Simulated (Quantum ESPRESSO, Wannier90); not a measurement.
Wannierisation of CsPbBr3 (cubic perovskite)

Cell from Materials Project (mp-600089), symmetrised, no further relaxation. COD (Crystallography Open Database) records the formula in this space group. Ideal cubic forms of this type are often high-temperature phases that distort on cooling; symmetry holds the cell here, and its stability was not tested. Method: PBEsol plane waves in Quantum ESPRESSO 7.5 (PseudoDojo norm-conserving files, 50 Ry, no spin polarisation, no spin-orbit coupling), Bloch states on a 6×6×6 mesh through Γ, Wannier90 4.0.1. Density: 6×6×6 mesh, cold smearing 0.01 Ry. Spin-orbit coupling is left out although heavy elements are present.

```
begin unit_cell_cart
ang
    5.9486300000    0.0000000000    0.0000000000
    0.0000000000    5.9486300000    0.0000000000
    0.0000000000    0.0000000000    5.9486300000
end unit_cell_cart
mp_grid = 6 6 6
```

Neighbour vectors b of the finite-difference formula (Å⁻¹), by shell:

```json
[
 {"shell": "1", "b_x": "0.00000", "b_y": "0.00000", "b_z": "0.17604"},
 {"shell": "1", "b_x": "0.00000", "b_y": "0.17604", "b_z": "0.00000"},
 {"shell": "1", "b_x": "0.17604", "b_y": "0.00000", "b_z": "0.00000"},
 {"shell": "1", "b_x": "0.00000", "b_y": "0.00000", "b_z": "-0.17604"},
 {"shell": "1", "b_x": "0.00000", "b_y": "-0.17604", "b_z": "0.00000"},
 {"shell": "1", "b_x": "-0.17604", "b_y": "0.00000", "b_z": "0.00000"}
]
```

**Question.** Find the weights w_b from the completeness condition Σ_b w_b b_α b_β = δ_αβ.

**Answer.** Shell 1: Σ b_x² = 0.062, Σ b_y² = 0.062, Σ b_z² = 0.062 Å⁻²
Each of the three diagonal sums, weighted, has to give 1 and the off-diagonal ones 0, which holds for w_1 = 16.1 Å². Check on xx: 16.13×0.062 = 1.00.

On this mesh the 12 functions of bands 7-9,14-22 (valence bands; start: SCDM (isolated), conv_tol = 1.0e-6) end with spreads 1.5721, 1.5721, 1.5721, 1.5718, 1.5718, 1.5718, 1.5729, 1.5729, 1.5729, 3.4884, 3.4884, 3.4884 Å², Ω_I = 21.6535 Å² and Ω_D = 0.0001 Å².

Ω_total is the sum of the spreads, 24.616 Å². Ω_OD = Ω_total − Ω_I − Ω_D = 2.962 Å². Only (Ω_D + Ω_OD)/Ω_total = 12.0 % depends on the gauge, and another start could lower the total by that share at most. The rms radius is √(Ω_total/12) = 1.43 Å.
